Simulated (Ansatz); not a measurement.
GaN:
```cif
data_GaN
_chemical_formula_sum 'N1 Ga1'
_space_group_name_H-M_alt 'P 1'
_space_group_IT_number 1
_cell_length_a 3.18042
_cell_length_b 3.18042
_cell_length_c 3.18042
_cell_angle_alpha 60.000
_cell_angle_beta 60.000
_cell_angle_gamma 60.000
loop_
_space_group_symop_operation_xyz
  'x, y, z'
loop_
_atom_site_label
_atom_site_type_symbol
_atom_site_fract_x
_atom_site_fract_y
_atom_site_fract_z
_atom_site_occupancy
N1 N 0.75000 0.75000 0.75000 1
Ga1 Ga 0.00000 0.00000 0.00000 1
```

Relaxed with r²SCAN. Plane-wave PAW r²SCAN (Ansatz code) gives a gap of 2.17 eV.

Q: What gap does HSE06 give on the same cell (Ansatz, PAW)?

A: 3.00 eV, 0.83 eV more. The hybrid was solved on a coarser mesh and at special points; its gap is the smallest among all of these.

```json
[
 {"k": "Γ", "v1 r²SCAN": "0.00", "c1 r²SCAN": "2.17", "v1 HSE06": "0.00", "c1 HSE06": "3.00"},
 {"k": "X", "v1 r²SCAN": "-2.80", "c1 r²SCAN": "3.77", "v1 HSE06": "[?]", "c1 HSE06": "[?]"},
 {"k": "L", "v1 r²SCAN": "-1.00", "c1 r²SCAN": "5.23", "v1 HSE06": "[?]", "c1 HSE06": "[?]"},
 {"k": "W", "v1 r²SCAN": "-3.72", "c1 r²SCAN": "6.74", "v1 HSE06": "[?]", "c1 HSE06": "[?]"},
 {"k": "K", "v1 r²SCAN": "-2.25", "c1 r²SCAN": "5.48", "v1 HSE06": "[?]", "c1 HSE06": "[?]"}
]
```

Q: Top valence (v1) and lowest conduction level (c1) in eV from each method's valence maximum (which need not be a listed point): supply the withheld HSE06 values.

A: 
- K, v1 HSE06: -2.35
- K, c1 HSE06: 6.23
- W, v1 HSE06: -3.88
- W, c1 HSE06: 7.53
- L, v1 HSE06: -1.05
- L, c1 HSE06: 6.12
- X, v1 HSE06: -2.93
- X, c1 HSE06: 4.45

Cost on shared cores: the r²SCAN run (SCF on a 11×11×11 mesh, then bands and DOS) roughly 17 core-seconds, the HSE06 run (SCF on 8×8×8, then a few points) about 100 core-seconds (a rough figure); the tasks are unlike.

Space group F-43m (zinc blende). Symmetry was held in the r²SCAN relaxation; phonons on a q-mesh show no instability. Spin–orbit coupling is left out wherever it is not named.

Potentials: the later of the program's two PAW sets.
